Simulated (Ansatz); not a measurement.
Input, command and steps of an Ansatz relaxation.

```yaml
crystal:
  lattice:
    - [3.6349057773, -2.0984795038, 0.0010882085]
    - [3.6349057773, 2.0984795038, 0.0010882085]
    - [-0.001864077, 0.0, 5.1332105032]
  atoms:
    - { symbol: Te, position: [0.6665220669, 0.6665220669, 0.2890754069] }
    - { symbol: Te, position: [0.3334779331, 0.3334779331, 0.7109245931] }
    - { symbol: Au, position: [0.0, 0.0, 0.0] }
basis:
  ecutwfc: 420
kpoints:
  mp_grid: { grid: [12, 12, 8] }
hamiltonian:
  xc: pbesol
scf:
  occupations: { method: gaussian, width: 0.1 }
output:
  forces: true
  stress: true
  eigenvalues: true
relax:
  adjacent_minimum: "off"
  f_tol: 0.01
  max_steps: 30
  cell: { stress_tol: 0.1, fix: [volume] }
```

```bash
ansatz run input.yaml --threads 1 --pin off --max-ram 2560MiB --backend cpu --events-out ev --progress --plain --runs-dir out
```

Theory: DFT PBEsol, scalar-relativistic, plane waves, PAW (Ansatz).

The volume is held at 1.03 times that of the relaxed cell.

Of 4 frames 3 are shown, positions in Å and forces in eV/Å; the SCF threshold varies from step to step. Steps run on the plane waves of an earlier cell, with a Pulay correction in the pressure. The basis is chosen afresh for the last frame, the zero of the energies, and at times for earlier ones too; energy and pressure step there, also at an unchanged geometry. The mark taken_back stands on steps that the optimiser undid.

```xyz
3
Lattice="3.6349 -2.0985 0.0011 3.6349 2.0985 0.0011 -0.0019 0.0000 5.1332" Properties=species:S:1:pos:R:3:forces:R:3 pbc="T T T" step=1 free_energy_over_end_meV_per_atom=0.42 pressure_GPa=-2.36
Te    4.8450    0.0000    1.4853   -0.0005    0.0000   -0.0980
Te    2.4230    0.0000    3.6501    0.0005    0.0000    0.0980
Au    0.0000    0.0000    0.0000    0.0000    0.0000    0.0000
3
Lattice="3.6311 -2.0964 0.0014 3.6311 2.0964 0.0014 -0.0014 0.0000 5.1437" Properties=species:S:1:pos:R:3:forces:R:3 pbc="T T T" step=2 free_energy_over_end_meV_per_atom=0.61 pressure_GPa=-1.95 taken_back
Te    4.8398    0.0000    1.4626   -0.0004    0.0000    0.1237
Te    2.4210    0.0000    3.6839    0.0004    0.0000   -0.1237
Au    0.0000    0.0000    0.0000    0.0000    0.0000    0.0000
3
Lattice="3.6303 -2.0958 0.0014 3.6303 2.0958 0.0014 -0.0015 0.0000 5.1462" Properties=species:S:1:pos:R:3:forces:R:3 pbc="T T T" step=4 free_energy_over_end_meV_per_atom=0.00 pressure_GPa=-2.18
Te    4.8388    0.0000    1.4780   -0.0006    0.0000    0.0010
Te    2.4204    0.0000    3.6709    0.0006    0.0000   -0.0010
Au    0.0000    0.0000    0.0000    0.0000    0.0000    0.0000
```

It took 2.9 min on 1 thread of Arm Neoverse V1, with other jobs on the host, peak memory 0.79 GiB.

Spin–orbit coupling is left out, which can shift energies with elements as heavy as these.